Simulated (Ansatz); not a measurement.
YRh₅:
```xyz
6
Lattice="5.1857 0.0000 0.0000 -2.5928 4.4909 0.0000 0.0000 0.0000 4.2847" Properties=species:S:1:pos:R:3 pbc="T T T"
Rh     0.0000     2.9939     0.0000
Rh     2.5928     1.4970     0.0000
Y      0.0000     0.0000     0.0000
Rh     2.5928     0.0000     2.1424
Rh     1.2964     2.2455     2.1424
Rh    -1.2964     2.2455     2.1424
```

Relaxed with r²SCAN.

Task: Map the valence electron density (e/Å³), cut off at 4 on the plane through (0.333, 0.667, 0.000) spanned by u = [1, 1, 0] and v = [1, -1, 0] in lattice vectors, from DFT-r²SCAN in the program Ansatz with PAW potentials.

Result: x is the fraction of u, y of v (the angle between them is 90°; rows are the nearest grid lines); atoms in the plane: Rh at (0.00, 0.00), Rh at (0.50, 0.50), Rh at (0.00, 0.33), Rh at (0.50, 0.83), Y at (0.00, 0.67), Y at (0.50, 0.17).
```
|999941000000000000000149999|
|999620000000111000000026999|
|985210000012343210000012589|
|000000001289999982100000000|
|000000001499999994100000000|
|110000000159999951000000011|
|332100000013565310000001233|
|998520000000000000000025899|
|888620000000000000000026888|
|654210000001222100000012456|
|221000000125898521000000122|
|000000001499999994100000000|
|000000001399999993100000000|
|432100000125898521000001234|
|997310000001222100000013799|
|999941000000000000000149999|
|999931000000000000000139999|
|653100000012333210000001356|
|111000000135777531000000111|
|000000001369878963100000000|
|000000000247898742000000000|
|985210000001222100000012589|
|999620000000000000000026999|
|999941000000000000000149999|
```
Scale: ten equal steps from 0.152 (start of '0') to 4.00 (end of '9'), in the order '0123456789'; x runs from 0.000 to 1.00, y from 0.000 (bottom) to 1.00 (top).

The density is the valence pseudo-density with augmentation charge, so density and ELF within about 1 Å of a nucleus are not all-electron values.

Space group P6/mmm. The workflow started from an entry of the Crystallography Open Database (COD). Whether it is the stable phase at ambient conditions was not checked. The cell was relaxed with r²SCAN under the symmetry of its start; its stability against distortions is not shown here. The run is not spin-polarised.

Potentials: the later of the program's two PAW sets.
